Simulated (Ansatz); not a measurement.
# Computed properties of Zr

Zr:
```cif
data_Zr6
_chemical_formula_sum 'Zr6'
_space_group_name_H-M_alt 'P 1'
_space_group_IT_number 1
_cell_length_a 5.85915
_cell_length_b 5.85915
_cell_length_c 5.85915
_cell_angle_alpha 124.440
_cell_angle_beta 89.806
_cell_angle_gamma 115.967
loop_
_space_group_symop_operation_xyz
  'x, y, z'
loop_
_atom_site_label
_atom_site_type_symbol
_atom_site_fract_x
_atom_site_fract_y
_atom_site_fract_z
_atom_site_occupancy
Zr1 Zr 0.25000 0.25000 0.00000 1
Zr2 Zr 0.75000 0.75000 0.00000 1
Zr3 Zr 0.32252 0.08173 0.40426 1
Zr4 Zr 0.67748 0.91827 0.59574 1
Zr5 Zr 0.17748 0.58173 0.75921 1
Zr6 Zr 0.82252 0.41827 0.24079 1
```

Space group Ibam (No. 72); conventional cell a = 5.462 Å, b = 8.300 Å, c = 6.213 Å, α = 90.00°, β = 90.00°, γ = 90.00°.

Method: the program Ansatz at the r²SCAN level (PAW). The cell and atoms are relaxed at this level. Other levels are named where they apply.

### Cell and energy

- Volume per atom: 23.47 Å³
- Density: 6.45 g/cm³

### Electronic structure

Electronic character: metallic (no gap)
Density of states at the Fermi level: 1.1 states/eV per atom (mean over ±0.08 eV)

The workflow started from a Materials Project entry (that database holds measured and hypothetical structures alike); the Crystallography Open Database copy checked does not list it. It is not the phase usual at ambient conditions (space group No. 194). Symmetry was held in the r²SCAN relaxation; its stability against distortions is not shown here. The run is not spin-polarised. Axis ratios of metals converge slowly with the k-mesh, so a and c are less sure than the volume. Spin–orbit coupling is left out wherever it is not named.

Potentials: the later of the program's two PAW sets.
